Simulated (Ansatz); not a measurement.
SrTiO₃ (cubic perovskite, Pm-3m) at seven volumes, PBE (plane waves, PAW; program Ansatz), scaled uniformly. One row is withheld.

| V (Å³/atom) | P (GPa) |
|---|---|
| 11.102 | 19.78 |
| 11.468 | 12.09 |
| 11.834 | 5.56 |
| 12.200 | 0.00 |
| 12.566 | -4.72 |
| 12.932 | ? |
| 13.298 | -12.15 |

Problem. Fit the shown pressures and predict the withheld one.

Solution. P = (3/2)B₀(x^(7/2) − x^(5/2))[1 + (3/4)(B′ − 4)(x − 1)] with x = (V₀/V)^(2/3). Least squares on the six rows gives V₀ = 12.200 Å³/atom, B₀ = 170 GPa, B′ = 4.39. At V = 12.932, x = 0.9619 and P = -8.72 GPa. The run itself gave -8.74 GPa.

The PBE relaxation kept the symmetry of its start. The run is not spin-polarised.

Potentials: the earlier of the program's two PAW sets.
